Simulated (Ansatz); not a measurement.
A crystal relaxed with r2SCAN in the plane-wave code Ansatz has space group P3m1 (No. 156) and a = 3.268 Å, c = 10.962 Å.

```json
{"atom": "Al", "site": "1b", "x": "0.3333", "y": "0.6667", "z": "0.0313"}
{"atom": "Al", "site": "1b", "x": "0.3333", "y": "0.6667", "z": "0.4691"}
{"atom": "Al", "site": "1c", "x": "0.6667", "y": "0.3333", "z": "0.2501"}
{"atom": "La", "site": "1c", "x": "0.6667", "y": "0.3333", "z": "0.7481"}
{"atom": "Xx", "site": "1b", "x": "0.3333", "y": "0.6667", "z": "0.2048"}
{"atom": "Xx", "site": "1b", "x": "0.3333", "y": "0.6667", "z": "0.6412"}
{"atom": "Xx", "site": "1c", "x": "0.6667", "y": "0.3333", "z": "0.4239"}
{"atom": "Xx", "site": "1c", "x": "0.6667", "y": "0.3333", "z": "0.9814"}
```

With r2SCAN the valence top lies at K and the conduction bottom at Γ, 1.40 eV higher; the smallest vertical gap, at K–Γ (0.20 of the way from K), is 2.36 eV. With HSE06 the valence top lies at K and the conduction bottom at Γ, 2.07 eV higher; the smallest vertical gap, at K–Γ (0.20 of the way from K), is 3.02 eV. Meshes: r2SCAN 12×12×2, HSE06 6×6×2. r2SCAN's ε∞ is 6.7 along x and y, 5.6 along z.

Task: Which element is Xx?
A. As
B. Bi
C. N
D. P

Result: C. Xx is N: LaAl3N4, ordered on the wurtzite lattice (P3m1) with 8 atoms a cell. Al is surrounded by 4 N at 1.90–1.96 Å; Al is surrounded by 4 N at 1.89–1.95 Å; Al is surrounded by 4 N at 1.91–1.95 Å; La is surrounded by 4 N at 2.22–2.56 Å; N is surrounded by 4 Al at 1.90–1.95 Å; N is surrounded by 1 Al at 1.89 Å and 3 La at 2.22 Å; N is surrounded by 4 Al at 1.91–1.95 Å; N is surrounded by 3 Al at 1.96 Å and 1 La at 2.56 Å.

Values at 0 K without nuclear motion; spin polarisation is off, and the phase may be a hypothetical one.

The runs are scalar-relativistic, without spin-orbit coupling.

The meshes of the hybrids are coarse, so their gaps aren't converged to the digits shown.
